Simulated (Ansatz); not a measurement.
**Nuclear-site quantities of Sb as the cell is scaled**

```yaml
crystal:
  lattice:
    - [3.36900, 0.00000, 0.00000]
    - [-1.68450, 2.91764, 0.00000]
    - [0.00000, 0.00000, 5.33000]
  atoms:
    - { symbol: Sb, position: [0.33333, 0.66667, 0.25000] }
    - { symbol: Sb, position: [0.66667, 0.33333, 0.75000] }
```

Atoms are numbered in the order listed.

The cell is COD entry 1539203, as deposited and not checked against the literature; nothing was relaxed.

No spin–orbit coupling, which matters for the heavy atoms here.

These are results of Ansatz 0.2.0, DFT, PBEsol, all-electron PAW with datasets made for the crystal, scalar-relativistic, not measurements.

Settings: a Γ-centred 12×12×7 k mesh, Fermi–Dirac smearing of 0.05 eV, cutoff 160 eV (chosen by the program for this cell), no spin polarisation.

The contact density is the mean electron density over the nuclear volume; its changes set Mössbauer isomer shifts. Changes below are taken from the unscaled cell, where it is 1.34809e+06 e/Å³ at Sb1.

Volumes at which the program chose other datasets or cutoffs are left out.

```csv
V/V(cell),P (GPa),Δρ(0) Sb1 (e/Å³)
0.9900,0.6,?
1.0000,-0.1,0.00
1.0100,-0.8,0.30
1.0200,-1.4,?
1.0400,-2.6,?
1.0600,-3.7,1.54
```

Q: Give the missing entry: row "0.9900", column "Δρ(0) Sb1 (e/Å³)".

A: -0.31.

Q: Fill in "Δρ(0) Sb1 (e/Å³)" for the row "1.0200".

A: 0.58.

Q: What belongs in the row "1.0400", column "Δρ(0) Sb1 (e/Å³)"?

A: 1.10.

The datasets are made afresh for each cell, so very small changes are uncertain. Scalar relativity leaves out the p1/2 density at heavy nuclei.
